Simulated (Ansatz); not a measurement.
Input:

Hf₉GeMo₄:
```
Hf9GeMo4
1.0
    8.65703     0.00000     0.00000
   -4.32851     7.49720     0.00000
    0.00000     0.00000     8.66979
Hf Ge Mo
18 2 8
Direct
  0.07813   0.53907   0.75000
  0.92187   0.46093   0.25000
  0.53907   0.07813   0.25000
  0.46093   0.92187   0.75000
  0.46093   0.53907   0.75000
  0.53907   0.46093   0.25000
  0.39335   0.19667   0.54381
  0.60665   0.80333   0.45619
  0.19667   0.39335   0.04381
  0.80333   0.60665   0.95619
  0.80333   0.19667   0.54381
  0.19667   0.80333   0.45619
  0.60665   0.80333   0.04381
  0.39335   0.19667   0.95619
  0.80333   0.60665   0.54381
  0.19667   0.39335   0.45619
  0.19667   0.80333   0.04381
  0.80333   0.19667   0.95619
  0.66667   0.33333   0.75000
  0.33333   0.66667   0.25000
  0.00000   0.00000   0.50000
  0.00000   0.00000   0.00000
  0.78109   0.89054   0.75000
  0.21891   0.10946   0.25000
  0.89054   0.78109   0.25000
  0.10946   0.21891   0.75000
  0.10946   0.89054   0.75000
  0.89054   0.10946   0.25000
```

This is the r²SCAN-relaxed structure.

Question: All from plane-wave PAW r²SCAN (Ansatz code), unless another level is named. Predict the electronic character.

Answer: metallic (no gap).

Question: Give the formation energy from the elements (no fitted shifts).

Answer: -0.23 eV/atom.

Question: Give the density of states at the Fermi level.

Answer: 0.55 states/eV per atom (mean over ±0.08 eV).

Space group P6_3/mmc. The workflow started from a Materials Project entry (that database holds measured and hypothetical structures alike); the Crystallography Open Database copy checked does not list it. Its standing as an ambient phase is unchecked. The cell was relaxed with r²SCAN under the symmetry of its start; its stability against distortions is not shown here. The run is not spin-polarised. The references are the lowest solids computed at this level, not always the standard phases. Spin–orbit coupling is left out wherever it is not named.

Potentials: the later of the program's two PAW sets.
